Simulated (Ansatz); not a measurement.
Given:

N:
```cif
data_N8
_chemical_formula_sum 'N8'
_space_group_name_H-M_alt 'P 1'
_space_group_IT_number 1
_cell_length_a 5.77597
_cell_length_b 5.77597
_cell_length_c 5.77597
_cell_angle_alpha 90.000
_cell_angle_beta 90.000
_cell_angle_gamma 90.000
loop_
_space_group_symop_operation_xyz
  'x, y, z'
loop_
_atom_site_label
_atom_site_type_symbol
_atom_site_fract_x
_atom_site_fract_y
_atom_site_fract_z
_atom_site_occupancy
N1 N 0.05463 0.05463 0.05463 1
N2 N 0.94537 0.94537 0.94537 1
N3 N 0.44537 0.94537 0.55463 1
N4 N 0.55463 0.05463 0.44537 1
N5 N 0.55463 0.44537 0.94537 1
N6 N 0.44537 0.55463 0.05463 1
N7 N 0.94537 0.55463 0.44537 1
N8 N 0.05463 0.44537 0.55463 1
```

This is the r²SCAN-relaxed structure.

All from r²SCAN in the plane-wave PAW code Ansatz, unless another level is named. Predict the band gap.

8.28 eV (smallest direct gap 8.30 eV).

What about the conduction-band minimum?

at Γ.

Predict the valence-band maximum.

at X.

Space group Pa-3 (α-N2). The cell was relaxed with r²SCAN under the symmetry of its start. The substance is a gas or liquid at ambient conditions; this is its low-temperature solid. A crystal of weakly bound molecules computed without a dispersion correction: the cell and the soft elastic constants depend strongly on that.

Potentials: the later of the program's two PAW sets.
